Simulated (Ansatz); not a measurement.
The elements of this relaxed trial crystal are hidden behind letters.

```
lattice vectors (Å)
   7.0865    0.0000    0.0000
  -3.5433    6.1371    0.0000
   0.0000    0.0000    6.7247
fractional positions
X 0.3383 0.3383 0.0003
X 0.0000 0.6617 0.0003
X 0.6617 0.0000 0.0003
X 0.6667 0.3333 0.5009
X 0.3333 0.6667 0.5009
Z 0.0000 0.0000 0.5018
Q 0.3528 0.3528 0.3698
Q 0.0000 0.6472 0.3698
Q 0.6472 0.0000 0.3698
Q 0.6667 0.3333 0.8718
Q 0.3333 0.6667 0.8718
Q 0.0000 0.0000 0.8986
```

Computed with DFT PBE, scalar-relativistic, plane waves, PAW in Ansatz 0.2.0. Cutoff 420 eV, Γ-centred 6×6×4 mesh (12-atom cell), Gaussian smearing of 0.02 eV, no spin polarisation.

| Property | Result |
| --- | --- |
| Space group | P31m (No. 157) |
| Conventional cell | a = 7.087 Å, c = 6.725 Å |
| Volume per atom | 24.37 Å³ |
| Density | 3.97 g/cm³ |
| Energy over the elements | −0.438 eV/atom |
| Gap on the 6×6×4 mesh of the 12-atom cell | 1.35 eV |

Energies are uncorrected and count from the elements' standard states at the same level.

Question: X is a p-block element of period 3, Z is a p-block element of period 5 and Q is a p-block element of period 4. Which elements are they?

Answer: X = Al, Z = In, Q = As, so the formula is Al5InAs6. Density times volume gives a mean mass of 3.97 × 24.37/1.6605 = 58.3 u per atom, and this set has 58.3 u. Around Al on a site of symmetry m lie 4 As at 2.49–2.50 Å; In is surrounded by 4 As at 2.65–2.67 Å; around As on a site of symmetry m lie 3 Al at 2.46–2.49 Å and 1 In at 2.65 Å; 3 more sites not described. Other sets within the hints have nearly the same mass, so mass alone doesn't settle it; this one was computed.

Kohn–Sham gaps at this level usually fall short of measured ones. Symmetry constrained the relaxation, so the result can be a saddle point.
